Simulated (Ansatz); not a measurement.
Mg$_{2}$Ge (anti-fluorite)

```
Mg2Ge
1.0
    0.00000     3.21062     3.21062
    3.21062     0.00000     3.21062
    3.21062     3.21062     0.00000
Ge Mg
1 2
Cartesian
  0.00000   0.00000   0.00000
  1.60531   1.60531   1.60531
  4.81594   4.81594   4.81594
```

The slice is a {100} plane (indices of the conventional cell) through the point (0.750, 0.750, 0.750) (fractional), spanned by u = [100] and v = [0 1 -1] in vectors of this cell: u (4.54 Å) and v (4.54 Å, at 90° to u). It covers one period; positions are fractions (u, v).

The numbers are results of PBE (plane waves to 420 eV, PAW, scalar-relativistic; Ansatz, a first-principles code), not measurements. k mesh 9×9×9. These are valence fields of a PAW run, semicore shells included where kept as valence: close to a nucleus they are smooth pseudo fields. Mg2Ge was relaxed with its symmetry unable to fall.

Q: Predict the map of the electron localisation function (ELF) on the slice.

A: 
```
|xxxxxx66110022779999999999999999997722001166xxxx|
|xxxx774400003377889999999999999988773300004477xx|
|776644000011447788999999999999998877441100004466|
|111100000022557777888899999988887777552200000011|
|000000002244666677777777777777777766664422000000|
|222233445566666655443322222233445566666655443322|
|777777777766664422000000000000002244666677777777|
|999988887777552200000011111100000022557777888899|
|999999998877441100004466776644000011447788999999|
|9999999988773300004477xxxxxx77440000337788999999|
|99999999997722001166xxxxxxxxxx661100227799999999|
|99999999997722002277xxxxxxxxxx772200227799999999|
|99999999997722001166xxxxxxxxxx661100227799999999|
|9999999988773300004477xxxxxx77440000337788999999|
|999999998877441100004466776644000011447788999999|
|999988887777552200000011111100000022557777888899|
|777777777766664422000000000000002244666677777777|
|222233445566666655443322222233445566666655443322|
|000000002244666677777777777777777766664422000000|
|111100000022557777888899999988887777552200000011|
|776644000011447788999999999999998877441100004466|
|xxxx774400003377889999999999999988773300004477xx|
|xxxxxx66110022779999999999999999997722001166xxxx|
|xxxxxx77220022779999999999999999997722002277xxxx|
```
Scale: ten equal steps from 0.04 (start of '0') to 0.56 (end of '9'), in the order '0123456789'. Values: electron localisation function (ELF). The map has 24 points along u (two characters each, u = 0 at the left) and 24 along v (v = 0 in the bottom row). Points within 0.5 Å of a nucleus are blanked (x), as the pseudised field means little there.
